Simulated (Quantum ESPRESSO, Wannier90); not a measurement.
# Wannierisation of TePb2S (R-3m)

```
begin unit_cell_cart
ang
   -2.2219750881    3.8485737457    0.0000000000
   -4.4439501762    0.0000000000    0.0000000000
   -2.2219750881    1.2828579152    7.2598900000
end unit_cell_cart
begin atoms_frac
Te   0.5000000000  0.5000000000  0.5000000000
Pb   0.2582840000  0.2582840000  0.2251480000
Pb  -0.2582840000 -0.2582840000 -0.2251480000
S    0.0000000000  0.0000000000  0.0000000000
end atoms_frac
```

Structure: Materials Project mp-1217283, symmetrised, not relaxed again. Not found in the COD (Crystallography Open Database) copy used; not checked further. Method: LDA plane waves in Quantum ESPRESSO 7.5 (PseudoDojo norm-conserving files, 66 Ry, no spin polarisation, no spin-orbit coupling), Bloch states on a 8×8×8 mesh through Γ, Wannier90 4.0.1. Density: 8×8×8 mesh, Gaussian smearing 0.01 Ry. Spin-orbit coupling is left out although heavy elements are present.

A tight-binding model is made by disentanglement and projection with no localisation steps (num_iter = 0), so the 16 orbitals stay atom-like: hydrogen-like Te: s;p; Pb: s;p; S: s;p, axes along x, y, z; frozen window up to 2.05 eV relative to the valence-band maximum. It follows pw.x to 1.0 meV rms for states up to 1.5 eV relative to the valence-band maximum. Matrix elements depend on this choice of orbitals and windows.

Problem. What are the on-site energies relative to the valence-band maximum, and how fast do the hoppings decay?

Solution. 
```json
[
 {"atom": "Te1", "orbitals": "s", "energy (eV)": "-9.65"},
 {"atom": "Te1", "orbitals": "pz", "energy (eV)": "-0.43"},
 {"atom": "Te1", "orbitals": "px py", "energy (eV)": "-0.45"},
 {"atom": "Pb2", "orbitals": "s", "energy (eV)": "-7.12"},
 {"atom": "Pb2", "orbitals": "pz", "energy (eV)": "1.81"},
 {"atom": "Pb2", "orbitals": "px py", "energy (eV)": "1.83"},
 {"atom": "Pb3", "orbitals": "s", "energy (eV)": "-7.12"},
 {"atom": "Pb3", "orbitals": "pz", "energy (eV)": "1.81"},
 {"atom": "Pb3", "orbitals": "px py", "energy (eV)": "1.83"},
 {"atom": "S4", "orbitals": "s", "energy (eV)": "-11.20"},
 {"atom": "S4", "orbitals": "pz", "energy (eV)": "-1.22"},
 {"atom": "S4", "orbitals": "px py", "energy (eV)": "-1.26"}
]
```

| distance of the centres (Å) | largest modulus (eV) |
|---|---|
| 3–4 | 1.1 |
| 4–5 | 0.30 |
| 5–6 | 0.024 |
| 6–7 | 0.24 |
| 7–8 | 0.023 |
| 8–9 | 0.015 |
| 9–10 | 0.041 |
| 10–11 | 0.017 |
| 11–12 | 0.0025 |
| 12–13 | 0.018 |
